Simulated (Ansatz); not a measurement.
Relaxed-ion elastic tensor of P (diamond, Fd-3m) in GPa (Voigt order), plane-wave PAW PBEsol (Ansatz code); density 2.64 g/cm³, 19.47 Å³ per atom.

```
      1     2     3      4      5      6
-  ----  ----  ----  -----  -----  -----
1   0.1  72.6  72.6    0.0    0.0    0.0
2  72.6   0.1  72.6    0.0    0.0    0.0
3  72.6  72.6   0.1    0.0    0.0    0.0
4   0.0   0.0   0.0  -64.2    0.0    0.0
5   0.0   0.0   0.0    0.0  -64.2    0.0
6   0.0   0.0   0.0    0.0    0.0  -64.2
```

Q: Is the crystal mechanically stable?

A: No: the smallest eigenvalue of C is -72.5 GPa.

The start of the workflow was typed in or built on a structure type; neither database checked (COD, Materials Project) lists it. It is not the phase usual at ambient conditions (space group No. 64). The PBEsol relaxation kept the symmetry of its start. At this level the phase is mechanically unstable. As this level gives no gap, shear constants depend on the k-mesh and smearing (Fermi–Dirac, 0.1 eV here).

Potentials: the later of the program's two PAW sets.
